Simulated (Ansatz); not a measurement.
Ag:
```yaml
crystal:
  lattice:
    - [2.86956, 0.00000, 0.00000]
    - [-1.43478, 2.48511, 0.00000]
    - [0.00000, 0.00000, 9.35615]
  atoms:
    - { symbol: Ag, position: [0.00000, 0.00000, 0.00000] }
    - { symbol: Ag, position: [0.00000, 0.00000, 0.50000] }
    - { symbol: Ag, position: [0.33333, 0.66667, 0.25000] }
    - { symbol: Ag, position: [0.66667, 0.33333, 0.75000] }
```

Relaxed with PBEsol. Special points in fractions of this cell's reciprocal vectors: Γ (0.000, 0.000, 0.000); M (0.500, 0.000, 0.000); K (0.333, 0.333, 0.000); A (0.000, 0.000, 0.500); L (0.500, 0.000, 0.500); H (0.333, 0.333, 0.500).

Question: List the band energies nearest the Fermi level at these points for DFT-PBEsol in the program Ansatz with PAW potentials.

Answer: In eV from the Fermi level; about four levels below and three above (degenerate sets whole), none deeper than 8.9 eV; points with the same levels are listed once.

```json
[
 {"k": "Γ", "below": "-3.30 -3.30 -2.88 -2.88 -0.44", "above": "3.81 11.35 11.38"},
 {"k": "M", "below": "-2.68 -2.68 -2.65 -0.22", "above": "0.71 1.10 1.63"},
 {"k": "K", "below": "-3.11 -3.03 -3.03 -2.93", "above": "3.24 3.24 3.24"},
 {"k": "A", "below": "-3.05 -3.05 -3.05 -3.05 -2.49 -2.49", "above": "6.69 6.69 15.40 15.40"},
 {"k": "L", "below": "-2.81 -2.81 -2.69 -2.69", "above": "0.26 0.26 1.46 1.46"},
 {"k": "H", "below": "-3.02 -3.02 -2.89 -2.89", "above": "3.58 3.58 3.58 3.58"}
]
```

Space group P6_3/mmc (dhcp (α-La type)). The first step of the workflow began from a Materials Project structure, measured or hypothetical; the Crystallography Open Database files this formula in space group No. 194, but the cells were not matched. It is not the phase usual at ambient conditions (space group No. 225). The cell was relaxed with PBEsol under the symmetry of its start; whether a distortion lowers the energy is not shown. No spin polarisation was allowed. Scalar-relativistic: spin–orbit coupling is off unless named, which matters more the heavier the elements.

Potentials: the earlier of the program's two PAW sets.
